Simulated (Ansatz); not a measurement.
AlPd3N:
```
AlPd3N
1.0
    4.07673     0.00000     0.00000
    0.00000     4.07673     0.00000
    0.00000     0.00000     4.07673
Al Pd N
1 3 1
Direct
  0.00000   0.00000   0.00000
  0.00000   0.50000   0.50000
  0.50000   0.00000   0.50000
  0.50000   0.50000   0.00000
  0.50000   0.50000   0.50000
```

Relaxed with PBEsol. Special points in fractions of this cell's reciprocal vectors: Γ (0.000, 0.000, 0.000); X (0.000, 0.500, 0.000); M (0.500, 0.500, 0.000); R (0.500, 0.500, 0.500).

Task: List the band energies nearest the Fermi level at these points for PBEsol with spin–orbit coupling in the plane-wave PAW code Ansatz.

Result: In eV from the Fermi level; about four levels below and three above (degenerate sets whole), none deeper than 8.9 eV; points with the same levels are listed once.

```json
[
 {"k": "Γ", "below": "-1.19 -1.19 -1.19 -1.19", "above": "1.10 1.10 1.23 1.23"},
 {"k": "X", "below": "-1.23 -1.23 -1.10 -1.10", "above": "1.18 1.18 1.41 1.41"},
 {"k": "M", "below": "-0.51 -0.51 -0.31 -0.31", "above": "2.17 2.17 3.70 3.70"},
 {"k": "R", "below": "-1.38 -1.38 -1.38 -1.38", "above": "1.06 1.06 1.06 1.06"}
]
```

Space group Pm-3m (anti-perovskite). The start of the workflow was typed in or built on a structure type; neither database checked (COD, Materials Project) lists it. Its standing as an ambient phase is unchecked. Symmetry was held in the PBEsol relaxation. At this level the phase is dynamically unstable (imaginary phonons). No spin polarisation was allowed.

Potentials: the later of the program's two PAW sets.
